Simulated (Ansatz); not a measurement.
Values for one crystal, relaxed and computed with r²SCAN+D4 in the plane-wave PAW code Ansatz; other levels are named.

| Item | Result |
|---|---|
| Volume per atom | 26.61 Å³ |
| Band gap | 3.82 eV (indirect) |
| Formation energy from the elements (no fitted shifts) | -1.39 eV/atom |
| Smallest direct gap on the standard path | 3.89 eV |
| Conduction-band minimum | at M |
| Hole effective mass | 0.29, 1.5, 1.5 mₑ (principal values) |
| Valence-band maximum | at Z |

Problem. Pick the material that matches.
(A) SrHI, P4/nmm (Sr on 2c, H on 2a, I on 2c)
(B) H4BrN, P4/nmm (H on 8i, Br on 2c, N on 2a)
(C) C3H2BO, C2/m (Pearson symbol mS84)
(D) BeS, P4/nmm (Be on 2c, S on 2a)

Solution. A, SrHI, P4/nmm (Sr on 2c, H on 2a, I on 2c)

The first step of the workflow began from a Materials Project structure, measured or hypothetical; the Crystallography Open Database files this formula in space group No. 129, but the cells were not matched. Its standing as an ambient phase is unchecked. Symmetry was held in the r²SCAN+D4 relaxation; whether a distortion lowers the energy is not shown. The references are the lowest solids computed at this level, not always the standard phases (solids in place of the gases). Scalar-relativistic: spin–orbit coupling is off unless named, which matters more the heavier the elements.

Potentials: the later of the program's two PAW sets.
